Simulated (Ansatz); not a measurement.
Here is the system:

YSi$_{2}$Pd$_{2}$:
```yaml
crystal:
  lattice:
    - [-2.06695, 2.06695, 4.96436]
    - [2.06695, -2.06695, 4.96436]
    - [2.06695, 2.06695, -4.96436]
  atoms:
    - { symbol: Y, position: [0.00000, 0.00000, 0.00000] }
    - { symbol: Pd, position: [0.75000, 0.25000, 0.50000] }
    - { symbol: Pd, position: [0.25000, 0.75000, 0.50000] }
    - { symbol: Si, position: [0.38296, 0.38296, 0.00000] }
    - { symbol: Si, position: [0.61704, 0.61704, 0.00000] }
```

This is the r²SCAN-relaxed structure.

**Question.** All from r²SCAN in the plane-wave PAW code Ansatz, unless another level is named. Predict the electronic character.

**Answer.** metallic (no gap).

**Question.** Predict the formation energy from the elements (no fitted shifts).

**Answer.** -0.99 eV/atom.

**Question.** What about the density of states at the Fermi level?

**Answer.** 0.42 states/eV per atom (mean over ±0.08 eV).

Space group I4/mmm. The workflow started from an entry of the Crystallography Open Database (COD). Its standing as an ambient phase is unchecked. The r²SCAN relaxation kept the symmetry of its start; whether a distortion lowers the energy is not shown. The run is not spin-polarised. The references are the lowest solids computed at this level, not always the standard phases. Scalar-relativistic: spin–orbit coupling is off unless named, which matters more the heavier the elements.

Potentials: the later of the program's two PAW sets.
